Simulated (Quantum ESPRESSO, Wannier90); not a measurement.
# Wannierisation of GaSb (zinc blende)

```
begin unit_cell_cart
ang
    0.0000000000    3.0686050000    3.0686050000
    3.0686050000    0.0000000000    3.0686050000
    3.0686050000    3.0686050000    0.0000000000
end unit_cell_cart
begin atoms_frac
Ga   0.0000000000  0.0000000000  0.0000000000
Sb   0.2500000000  0.2500000000  0.2500000000
end atoms_frac
```

Materials Project entry mp-1156; symmetrised, unrelaxed at this level. COD (Crystallography Open Database) has an entry of this formula and space group (matched by these alone). Computed values, not measurements, from PBE: Quantum ESPRESSO (norm-conserving PseudoDojo potentials, cutoff 64 Ry, no spin polarisation, no spin-orbit coupling) on a Γ-centred 10×10×10 mesh, then Wannier90. Density: 10×10×10 mesh, Gaussian smearing 0.01 Ry. Spin-orbit coupling is left out although heavy elements are present.

A tight-binding model is made by disentanglement and projection with no localisation steps (num_iter = 0), so the 8 orbitals stay atom-like: hydrogen-like Ga: s;p; Sb: s;p, axes along x, y, z; frozen window up to 1.50 eV relative to the Fermi level. It follows pw.x to 4.4 meV rms for states up to 1.0 eV relative to the Fermi level. Matrix elements depend on this choice of orbitals and windows.

**Question.** Which pairs of orbitals on different sites are coupled most strongly? Give distance, modulus and how many such pairs a cell has.

**Answer.** 
```
orbital  orbital  distance of the centres (Å)  modulus (eV)  pairs
-------  -------  ---------------------------  ------------  -----
Ga s        Sb s                         2.66          1.33      4
Ga pz       Sb s                         2.66          1.24      4
Ga py       Sb s                         2.66          1.24      4
Ga px       Sb s                         2.66          1.24      4
Ga py      Sb px                         2.66          1.21      4
Ga pz      Sb py                         2.66          1.21      4
Ga pz      Sb px                         2.66          1.21      4
Ga px      Sb pz                         2.66          1.21      4
Ga px      Sb py                         2.66          1.21      4
Ga py      Sb pz                         2.66          1.21      4
Ga s       Sb py                         2.66          1.17      4
Ga s       Sb px                         2.66          1.17      4
Ga s       Sb pz                         2.66          1.17      4
Ga pz      Ga pz                         4.34          0.34      2
Ga py      Ga py                         4.34          0.34      2
Ga px      Ga px                         4.34          0.34      2
Sb py      Sb py                         4.34          0.30      2
Sb px      Sb px                         4.34          0.30      2
Sb pz      Sb pz                         4.34          0.30      2
Sb px      Sb px                         4.34          0.13      4
Sb py      Sb py                         4.34          0.13      4
Sb pz      Sb pz                         4.34          0.13      4
Ga py      Ga py                         4.34          0.13      4
Ga pz      Ga pz                         4.34          0.13      4
Ga px      Ga px                         4.34          0.13      4
Ga pz       Ga s                         4.34          0.10      4
Ga py       Ga s                         4.34          0.10      4
Ga px       Ga s                         4.34          0.10      4
Ga pz      Sb pz                         2.66          0.10      4
Ga py      Sb py                         2.66          0.10      4
```
